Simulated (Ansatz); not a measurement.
# Mo: zone-centre modes

The calculation used Ansatz 0.2.0, DFT PBE, scalar-relativistic, plane waves, PAW. The runs took a 420 eV cutoff, a Γ-centred 16×16×16 mesh and Gaussian smearing (0.15 eV). No spin polarisation.

Zero of the scan (as given, not relaxed at this level):

```
CELL_PARAMETERS angstrom
0.00000 -3.14200 0.00000
-3.14200 0.00000 0.00000
0.00000 0.00000 -3.14200
ATOMIC_POSITIONS crystal
Mo 0.50000 0.50000 0.50000
Mo 0.00000 0.00000 0.00000
```

Harmonic modes by finite displacements of 0.02 Å, without the LO–TO term. The cell doubles the primitive one, so its zone centre also holds the primitive cell's point q = (1/2, 1/2, 1/2).

Problem. At this geometry, is the structure stable against these modes?

Solution. Yes: no mode is imaginary beyond 10 cm⁻¹, and only the three translations lie near zero.

Problem. List the wavenumbers in cm⁻¹.

Solution. 0, 0, 0, 160, 160, 160.

Cost: 1 run of about 1.5 core-minutes, on Intel Xeon Platinum 8259CL (Skylake/Cascade Lake) (shared hosts).